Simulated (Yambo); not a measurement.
Absorption of Rb2NiF6 (space group Fm-3m, No. 225) with and without the electron-hole interaction (Yambo, PBEsol bands; 4×4×4 mesh, 27 valence and 3 conduction bands, static screening with 91 bands and a 3 Ry block, scissor 3.75 eV, Tamm-Dancoff; field along x).

```json
[
 {"E (eV)": "0.00", "Im ε, BSE": "0.01", "Im ε, independent quasiparticles": "0.01"},
 {"E (eV)": "0.10", "Im ε, BSE": "0.01", "Im ε, independent quasiparticles": "0.01"},
 {"E (eV)": "0.20", "Im ε, BSE": "0.01", "Im ε, independent quasiparticles": "0.01"},
 {"E (eV)": "0.30", "Im ε, BSE": "0.01", "Im ε, independent quasiparticles": "0.01"},
 {"E (eV)": "0.40", "Im ε, BSE": "0.01", "Im ε, independent quasiparticles": "0.01"},
 {"E (eV)": "0.50", "Im ε, BSE": "0.01", "Im ε, independent quasiparticles": "0.01"},
 {"E (eV)": "0.60", "Im ε, BSE": "0.01", "Im ε, independent quasiparticles": "0.01"},
 {"E (eV)": "0.70", "Im ε, BSE": "0.01", "Im ε, independent quasiparticles": "0.01"},
 {"E (eV)": "0.80", "Im ε, BSE": "0.01", "Im ε, independent quasiparticles": "0.01"},
 {"E (eV)": "0.90", "Im ε, BSE": "0.01", "Im ε, independent quasiparticles": "0.01"},
 {"E (eV)": "1.00", "Im ε, BSE": "0.01", "Im ε, independent quasiparticles": "0.01"},
 {"E (eV)": "1.10", "Im ε, BSE": "0.01", "Im ε, independent quasiparticles": "0.01"},
 {"E (eV)": "1.20", "Im ε, BSE": "0.01", "Im ε, independent quasiparticles": "0.01"},
 {"E (eV)": "1.30", "Im ε, BSE": "0.01", "Im ε, independent quasiparticles": "0.01"},
 {"E (eV)": "1.40", "Im ε, BSE": "0.01", "Im ε, independent quasiparticles": "0.01"},
 {"E (eV)": "1.51", "Im ε, BSE": "0.01", "Im ε, independent quasiparticles": "0.01"},
 {"E (eV)": "1.61", "Im ε, BSE": "0.01", "Im ε, independent quasiparticles": "0.01"},
 {"E (eV)": "1.71", "Im ε, BSE": "0.01", "Im ε, independent quasiparticles": "0.01"},
 {"E (eV)": "1.81", "Im ε, BSE": "0.01", "Im ε, independent quasiparticles": "0.01"},
 {"E (eV)": "1.91", "Im ε, BSE": "0.01", "Im ε, independent quasiparticles": "0.01"},
 {"E (eV)": "2.01", "Im ε, BSE": "0.01", "Im ε, independent quasiparticles": "0.01"},
 {"E (eV)": "2.11", "Im ε, BSE": "0.01", "Im ε, independent quasiparticles": "0.01"},
 {"E (eV)": "2.21", "Im ε, BSE": "0.01", "Im ε, independent quasiparticles": "0.01"},
 {"E (eV)": "2.31", "Im ε, BSE": "0.02", "Im ε, independent quasiparticles": "0.01"},
 {"E (eV)": "2.41", "Im ε, BSE": "0.02", "Im ε, independent quasiparticles": "0.01"},
 {"E (eV)": "2.51", "Im ε, BSE": "0.02", "Im ε, independent quasiparticles": "0.01"},
 {"E (eV)": "2.61", "Im ε, BSE": "0.02", "Im ε, independent quasiparticles": "0.01"},
 {"E (eV)": "2.71", "Im ε, BSE": "0.02", "Im ε, independent quasiparticles": "0.01"},
 {"E (eV)": "2.81", "Im ε, BSE": "0.02", "Im ε, independent quasiparticles": "0.02"},
 {"E (eV)": "2.91", "Im ε, BSE": "0.03", "Im ε, independent quasiparticles": "0.02"},
 {"E (eV)": "3.01", "Im ε, BSE": "0.03", "Im ε, independent quasiparticles": "0.02"},
 {"E (eV)": "3.11", "Im ε, BSE": "0.04", "Im ε, independent quasiparticles": "0.02"},
 {"E (eV)": "3.21", "Im ε, BSE": "0.04", "Im ε, independent quasiparticles": "0.02"},
 {"E (eV)": "3.31", "Im ε, BSE": "0.04", "Im ε, independent quasiparticles": "0.02"},
 {"E (eV)": "3.41", "Im ε, BSE": "0.05", "Im ε, independent quasiparticles": "0.02"},
 {"E (eV)": "3.51", "Im ε, BSE": "0.07", "Im ε, independent quasiparticles": "0.02"},
 {"E (eV)": "3.61", "Im ε, BSE": "0.10", "Im ε, independent quasiparticles": "0.02"},
 {"E (eV)": "3.71", "Im ε, BSE": "0.17", "Im ε, independent quasiparticles": "0.02"},
 {"E (eV)": "3.81", "Im ε, BSE": "0.30", "Im ε, independent quasiparticles": "0.02"},
 {"E (eV)": "3.91", "Im ε, BSE": "0.46", "Im ε, independent quasiparticles": "0.03"},
 {"E (eV)": "4.01", "Im ε, BSE": "0.36", "Im ε, independent quasiparticles": "0.03"},
 {"E (eV)": "4.11", "Im ε, BSE": "0.21", "Im ε, independent quasiparticles": "0.03"},
 {"E (eV)": "4.21", "Im ε, BSE": "0.13", "Im ε, independent quasiparticles": "0.03"},
 {"E (eV)": "4.32", "Im ε, BSE": "0.10", "Im ε, independent quasiparticles": "0.03"},
 {"E (eV)": "4.42", "Im ε, BSE": "0.09", "Im ε, independent quasiparticles": "0.04"},
 {"E (eV)": "4.52", "Im ε, BSE": "0.09", "Im ε, independent quasiparticles": "0.04"},
 {"E (eV)": "4.62", "Im ε, BSE": "0.10", "Im ε, independent quasiparticles": "0.04"},
 {"E (eV)": "4.72", "Im ε, BSE": "0.11", "Im ε, independent quasiparticles": "0.05"},
 {"E (eV)": "4.82", "Im ε, BSE": "0.12", "Im ε, independent quasiparticles": "0.05"},
 {"E (eV)": "4.92", "Im ε, BSE": "0.16", "Im ε, independent quasiparticles": "0.05"},
 {"E (eV)": "5.02", "Im ε, BSE": "0.18", "Im ε, independent quasiparticles": "0.06"},
 {"E (eV)": "5.12", "Im ε, BSE": "0.19", "Im ε, independent quasiparticles": "0.07"},
 {"E (eV)": "5.22", "Im ε, BSE": "0.24", "Im ε, independent quasiparticles": "0.08"},
 {"E (eV)": "5.32", "Im ε, BSE": "0.31", "Im ε, independent quasiparticles": "0.10"},
 {"E (eV)": "5.42", "Im ε, BSE": "0.26", "Im ε, independent quasiparticles": "0.14"},
 {"E (eV)": "5.52", "Im ε, BSE": "0.18", "Im ε, independent quasiparticles": "0.19"},
 {"E (eV)": "5.62", "Im ε, BSE": "0.14", "Im ε, independent quasiparticles": "0.24"},
 {"E (eV)": "5.72", "Im ε, BSE": "0.15", "Im ε, independent quasiparticles": "0.22"},
 {"E (eV)": "5.82", "Im ε, BSE": "0.17", "Im ε, independent quasiparticles": "0.19"},
 {"E (eV)": "5.92", "Im ε, BSE": "0.19", "Im ε, independent quasiparticles": "0.19"},
 {"E (eV)": "6.02", "Im ε, BSE": "0.19", "Im ε, independent quasiparticles": "0.21"},
 {"E (eV)": "6.12", "Im ε, BSE": "0.16", "Im ε, independent quasiparticles": "0.25"},
 {"E (eV)": "6.22", "Im ε, BSE": "0.14", "Im ε, independent quasiparticles": "0.33"},
 {"E (eV)": "6.32", "Im ε, BSE": "0.13", "Im ε, independent quasiparticles": "0.46"},
 {"E (eV)": "6.42", "Im ε, BSE": "0.13", "Im ε, independent quasiparticles": "0.62"},
 {"E (eV)": "6.52", "Im ε, BSE": "0.14", "Im ε, independent quasiparticles": "0.78"},
 {"E (eV)": "6.62", "Im ε, BSE": "0.15", "Im ε, independent quasiparticles": "1.12"},
 {"E (eV)": "6.72", "Im ε, BSE": "0.17", "Im ε, independent quasiparticles": "1.86"},
 {"E (eV)": "6.82", "Im ε, BSE": "0.19", "Im ε, independent quasiparticles": "3.04"},
 {"E (eV)": "6.92", "Im ε, BSE": "0.22", "Im ε, independent quasiparticles": "3.76"}
]
```

The scissor comes from a G0W0 run whose convergence isn't established. Broadening 0.15 eV. The band window holds all transitions up to 13.2 eV. Fine structure above the onset can come from the mesh.

The 3d shell has no Hubbard U; the runs are without spin polarisation, and magnetic order was not tried.

Geometry of the Materials Project entry, not relaxed at this level; primitive cell a = b = c = 5.9108 Å, α = β = γ = 60.00°.
